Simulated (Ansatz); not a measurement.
# Sn (I4/mmm), clamped-ion strain scan

The calculation used DFT r2SCAN, scalar-relativistic, plane waves, PAW in Ansatz. Cutoff 500 eV, Γ-centred 20×20×20 k-points, Gaussian smearing of 0.15 eV. No spin polarisation. Energies are free energies at this smearing, counted from the undisturbed cell; pressure is positive in compression.

Reference structure (as given, not relaxed at this level; it stands at -2.8 GPa; this form isn't the usual structure):

```
CELL_PARAMETERS angstrom
-1.59075 1.59075 2.91565
1.59075 -1.59075 2.91565
1.59075 1.59075 -2.91565
ATOMIC_POSITIONS crystal
Sn 0.00000 0.00000 0.00000
```

The cell is strained by ε times the Voigt pattern (0, 0, 1, 0, 0, 0) (xx, yy, zz, yz, xz, xy; engineering shear) with fractional coordinates fixed. The cell is metallic on the mesh throughout.

(ε, ΔE (meV/atom)): (-0.1000, -27.6), (-0.0750, -28.7), (-0.0500, -24.1), (-0.0250, -14.2), (0.0000, 0.0), (0.0250, 18.3), (0.0500, 39.4), (0.0750, 62.4), (0.0875, 74.4), (0.1000, 86.7)